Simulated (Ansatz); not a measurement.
Here is an unrelaxed guess for Ti3P4.

```xyz
7
Lattice="5.4883 0.0000 0.0000 0.0000 5.4883 0.0000 0.0000 0.0000 5.4883" Properties=species:S:1:pos:R:3 pbc="T T T"
Ti    0.0000    0.0000    2.7441
Ti    0.0000    2.7441    0.0000
Ti    2.7441    0.0000    0.0000
P     1.3721    1.3721    1.3721
P     1.3721    4.1162    4.1162
P     4.1162    1.3721    4.1162
P     4.1162    4.1162    1.3721
```

The calculation used DFT PBE, scalar-relativistic, plane waves, PAW (Ansatz 0.2.0). Plane waves to 420 eV, a k mesh through Γ of 4×4×4 on the computed 7-atom cell and Gaussian smearing (0.10 eV); no spin polarisation.

Energies over the elements count from the elements' standard structures at the same level, with no fitted energy shifts. The references include black phosphorus.

Task: Estimate its pressure, forces and energy as it stands.

Result: The pressure is 0.5 GPa (near zero), the largest force is 0.23 eV/Å, and the energy is −0.29 eV/atom against the elements. The shortest distance is 2.38 Å.

Task: How much does it gain on relaxing, and where does it end?

Result: Relaxing gains under 0.03 eV/atom in 6 ionic steps and ends at −0.301 eV/atom on the finer mesh. The symmetry stays P-43m (No. 215). The volume per atom shrinks by 4.6 %, from 23.6 to 22.5 Å³. The shortest distance goes from 2.38 Å (Ti–P) to 2.39 Å (Ti–P). Conventional cell: a = 5.403 Å. Ti has 4 P at 2.39 Å; around P lie 3 Ti at 2.39 Å.

The last run used an 8×8×8 mesh for its 7-atom cell and Gaussian smearing of 0.02 eV. The reference form of P is held partly by dispersion forces, which this level lacks. The relaxation can't lower the symmetry of the start. Symmetry constrained the relaxation, so the result can be a saddle point.
